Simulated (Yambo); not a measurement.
Yambo run on CsCaH3 (cubic perovskite, space group Pm-3m, No. 221). The wavefunctions come from this Quantum ESPRESSO step (PBEsol, PseudoDojo standard norm-conserving files, fully relativistic):

```
&CONTROL
  calculation = 'nscf'
  pseudo_dir = './pseudo'
  outdir = './out'
/
&SYSTEM
  ibrav = 0
  nat = 5
  ntyp = 3
  ecutwfc = 72.0
  ecutrho = 288.0
  occupations = 'fixed'
  force_symmorphic = .true.
  nbnd = 273
  noncolin = .true.
  lspinorb = .true.
/
&ELECTRONS
  conv_thr = 5e-09
  diago_full_acc = .true.
  diago_thr_init = 1e-08
/
ATOMIC_SPECIES
H 1.0080 H.upf
Ca 40.0780 Ca.upf
Cs 132.9055 Cs.upf
CELL_PARAMETERS angstrom
  4.621190000000   0.000000000000   0.000000000000
  0.000000000000   4.621190000000   0.000000000000
  0.000000000000   0.000000000000   4.621190000000
ATOMIC_POSITIONS crystal
H   0.500000000000   0.000000000000   0.500000000000
H   0.000000000000   0.500000000000   0.500000000000
H   0.500000000000   0.500000000000   0.000000000000
Ca   0.500000000000   0.500000000000   0.500000000000
Cs   0.000000000000   0.000000000000   0.000000000000
K_POINTS automatic
2 2 2 0 0 0
```

Yambo input:

```
rim_cut
gw0
dyson
el_el_corr
HF_and_locXC
ppa
em1d
RandQpts= 1000000
RandGvec= 1 Ry
EXXRLvcs= 72 Ry
VXCRLvcs= 288 Ry
Chimod= "HARTREE"
% BndsRnXp
 1 | 272 |
%
NGsBlkXp= 7 Ry
% LongDrXp
 1.0 | 1.0 | 1.0 |
%
PPAPntXp= 27.2114 eV
% GbndRnge
 1 | 272 |
%
GTermKind= "BG"
DysSolver= "n"
ExtendOut
% QPkrange
 1 | 1 | 22 | 23 |
 2 | 2 | 22 | 23 |
 3 | 3 | 20 | 24 |
 4 | 4 | 22 | 23 |
%
```

k points by index: 1 = Γ, 2 = X, 3 = M, 4 = R.

The o-*.qp file then holds:

```
#    K-point    Band    Eo [eV]    E [eV]    E-Eo [eV]    Vxc [eV]    Vnlxc [eV]    Sc|Eo [eV]    Sc|E [eV]    dSc/dw|Eo [eV]    Re(Z)    Im(Z)
#
    1    22    -0.691199    -1.959878    -1.268679    -10.45491    -13.73190    1.672722    2.008310    -7.197041    0.790831    -0.001717
    1    23    5.480121    7.211023    1.730901    -12.57721    -5.783975    -4.654307    -5.062329    -6.413773    0.809254    -0.001450
    2    22    -0.426366    -1.685456    -1.259091    -10.80746    -14.09442    1.693242    2.027861    -7.230907    0.790054    -0.001721
    2    23    4.762146    5.345798    0.583652    -7.550747    -3.246713    -3.603212    -3.720382    -5.461397    0.832843    -0.001350
    3    20    -0.093765    -1.533004    -1.439239    -10.71726    -14.30835    1.777617    2.151854    -7.074881    0.793649    -0.001636
    3    21    -0.37763E-13    -1.433178    -1.433178    -10.83083    -14.39355    1.757897    2.129549    -7.055743    0.794093    -0.001625
    3    22    0.000000    -1.433177    -1.433177    -10.83083    -14.39355    1.757898    2.129550    -7.055742    0.794093    -0.001625
    3    23    2.904946    3.739592    0.834646    -8.554788    -3.928001    -3.622847    -3.792140    -5.518388    0.831393    -0.001352
    3    24    2.904946    3.739627    0.834680    -8.554788    -3.928001    -3.622807    -3.792106    -5.518348    0.831394    -0.001352
    4    22    -0.632533    -2.081695    -1.449161    -10.10287    -13.76989    1.837106    2.217859    -7.148747    0.791943    -0.001693
    4    23    4.384340    5.678685    1.294344    -10.76678    -5.098899    -4.087750    -4.373534    -6.007318    0.819156    -0.001450
```
(The two width columns are left out.) Convergence of these settings isn't established.

Geometry of the Materials Project entry, not relaxed at this level.

The structure is a Materials Project entry; no match was found in the copy of COD used, and its stability was not checked.
